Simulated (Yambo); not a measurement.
Optical response of PNO

```
PNO
1.0
   -2.22378     2.38856     3.50218
    2.22378    -2.38856     3.50218
    2.22378     2.38856    -3.50218
N O P
2 2 2
Direct
  0.00000   0.00000   0.00000
  0.50000   0.71592   0.21592
  0.12288   0.85796   0.48084
  0.87712   0.35796   0.73508
  0.86083   0.96879   0.60796
  0.13917   0.74713   0.10796
```

Yambo, RPA with local fields on LDA bands; 6×6×6 mesh, 59 bands, 3 Ry local-field block, 0.2 eV broadening; field along y.

| E (eV) | Im ε | Re ε | Im ε, independent particles |
|---|---|---|---|
| 0.0 | 0.00 | 3.38 | 0.00 |
| 0.5 | 0.01 | 3.39 | 0.01 |
| 1.0 | 0.01 | 3.41 | 0.01 |
| 1.5 | 0.02 | 3.45 | 0.02 |
| 2.0 | 0.03 | 3.51 | 0.03 |
| 2.5 | 0.04 | 3.59 | 0.04 |
| 3.0 | 0.05 | 3.69 | 0.06 |
| 3.5 | 0.07 | 3.84 | 0.08 |
| 4.0 | 0.10 | 4.04 | 0.12 |
| 4.5 | 0.14 | 4.33 | 0.18 |
| 5.0 | 0.24 | 4.77 | 0.32 |
| 5.5 | 0.56 | 5.56 | 0.84 |
| 6.0 | 1.83 | 6.53 | 2.99 |
| 6.5 | 4.70 | 5.65 | 6.10 |
| 7.0 | 4.30 | 3.44 | 4.57 |
| 7.5 | 4.31 | 3.04 | 4.60 |
| 8.0 | 3.82 | 1.27 | 3.55 |
| 8.5 | 2.99 | 1.71 | 2.87 |
| 9.0 | 2.89 | 1.58 | 2.75 |
| 9.5 | 2.64 | 1.39 | 2.67 |
| 10.0 | 2.52 | 1.34 | 2.57 |
| 10.5 | 2.55 | 1.45 | 2.53 |
| 11.0 | 2.27 | 0.87 | 2.22 |
| 11.5 | 2.00 | 1.02 | 2.19 |
| 12.0 | 1.79 | 1.18 | 2.22 |
| 12.5 | 1.79 | 1.43 | 2.43 |
| 13.0 | 2.04 | 1.57 | 2.85 |
| 13.5 | 2.38 | 1.37 | 3.37 |
| 14.0 | 2.64 | 0.98 | 3.41 |
| 14.5 | 2.34 | 0.58 | 2.98 |
| 15.0 | 2.06 | 0.48 | 2.70 |
| 15.5 | 1.95 | 0.52 | 2.38 |
| 16.0 | 1.99 | 0.35 | 2.37 |
| 16.5 | 1.79 | 0.05 | 2.03 |
| 17.0 | 1.53 | -0.04 | 1.70 |
| 17.5 | 1.13 | 0.05 | 1.37 |
| 18.0 | 1.09 | 0.25 | 1.40 |
| 18.5 | 1.07 | 0.30 | 1.35 |
| 19.0 | 1.01 | 0.33 | 1.37 |
| 19.5 | 0.98 | 0.35 | 1.14 |
| 20.0 | 0.90 | 0.37 | 1.02 |

Structure narrower than a few tenths of an eV can come from the finite k mesh. Convergence of the RPA response with its 6×6×6 mesh was not tested. No excitonic effects at this level.

Geometry of the Materials Project entry, not relaxed at this level.

The structure is a Materials Project entry; no match was found in the copy of COD used, and its stability was not checked.
